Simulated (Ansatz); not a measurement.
YAl₂:
```yaml
crystal:
  lattice:
    - [0.00000, 3.86863, 3.86863]
    - [3.86863, 0.00000, 3.86863]
    - [3.86863, 3.86863, 0.00000]
  atoms:
    - { symbol: Y, position: [0.25000, 0.25000, 0.25000] }
    - { symbol: Y, position: [0.00000, 0.00000, 0.00000] }
    - { symbol: Al, position: [0.62500, 0.12500, 0.62500] }
    - { symbol: Al, position: [0.62500, 0.62500, 0.62500] }
    - { symbol: Al, position: [0.12500, 0.62500, 0.62500] }
    - { symbol: Al, position: [0.62500, 0.62500, 0.12500] }
```

Relaxed with LDA.

Problem. Which orbitals make up the states near the Fermi level in the program Ansatz at the LDA level (PAW)?

Solution. Within 0.5 eV of the Fermi level: Y 4d 57 %, Al 3p 32 %. Projections are on Löwdin-orthogonalised atomic valence shells; empty p or d shells of many metals are not among them.

Problem. Tabulate the density of states.

Solution. States/eV per cell of 6 atoms, in 0.25 eV bins, energy from the Fermi level.

```tsv
E (eV)	total	Y 4d	Al 3p	Al 3s
-7.85	1.87	0.13	0.68	0.91
-7.60	1.48	0.15	0.60	0.65
-7.35	0.72	0.09	0.31	0.29
-7.10	0.55	0.08	0.25	0.20
-6.85	1.54	0.23	0.75	0.51
-6.60	2.10	0.27	1.08	0.63
-6.35	1.11	0.16	0.57	0.33
-6.10	0.78	0.11	0.41	0.23
-5.85	0.57	0.08	0.31	0.16
-5.60	0.42	0.06	0.23	0.12
-5.35	0.31	0.05	0.18	0.08
-5.10	0.25	0.03	0.14	0.06
-4.85	2.21	0.18	1.24	0.45
-4.60	2.08	0.23	1.14	0.44
-4.35	1.79	0.24	0.96	0.40
-4.10	2.17	0.32	1.11	0.56
-3.85	4.92	1.13	2.01	1.57
-3.60	2.09	0.58	0.73	0.71
-3.35	0.88	0.25	0.31	0.27
-3.10	1.01	0.21	0.54	0.17
-2.85	1.89	0.38	1.13	0.20
-2.60	2.66	0.53	1.68	0.23
-2.35	3.09	0.61	2.07	0.18
-2.10	3.01	0.77	1.92	0.14
-1.85	4.52	1.34	2.80	0.15
-1.60	4.17	1.42	2.44	0.15
-1.35	3.01	1.09	1.66	0.17
-1.10	1.96	0.74	0.97	0.18
-0.85	3.84	1.56	1.76	0.33
-0.60	4.21	1.94	1.76	0.29
-0.35	2.69	1.39	1.00	0.16
-0.10	4.75	2.61	1.77	0.14
0.15	2.41	1.49	0.62	0.08
0.40	1.57	1.10	0.24	0.05
0.65	2.32	1.79	0.26	0.07
0.90	2.61	1.93	0.33	0.15
1.15	3.97	2.61	0.70	0.30
1.40	4.01	2.07	1.00	0.37
1.65	4.09	2.01	1.05	0.35
1.90	4.33	2.46	1.02	0.25
2.15	4.46	2.34	0.99	0.30
2.40	2.77	1.39	0.63	0.19
2.65	3.15	1.50	0.62	0.45
2.90	3.59	1.62	0.68	0.73
3.15	5.26	2.09	1.08	1.32
3.40	5.27	2.19	0.98	1.34
3.65	3.83	1.93	0.74	0.68
3.90	4.16	2.31	0.62	0.80
4.15	6.19	3.82	0.83	0.92
4.40	4.41	2.41	0.66	0.77
4.65	3.94	2.22	0.60	0.68
```

Space group Fd-3m (cubic Laves (MgCu2 type)). The first step of the workflow began from a Materials Project structure, measured or hypothetical; the Crystallography Open Database copy checked does not list it. Whether it is the stable phase at ambient conditions was not checked. The LDA relaxation kept the symmetry of its start; whether a distortion lowers the energy is not shown. No spin polarisation was allowed. Scalar-relativistic: spin–orbit coupling is off unless named, which matters more the heavier the elements.

Potentials: the later of the program's two PAW sets.
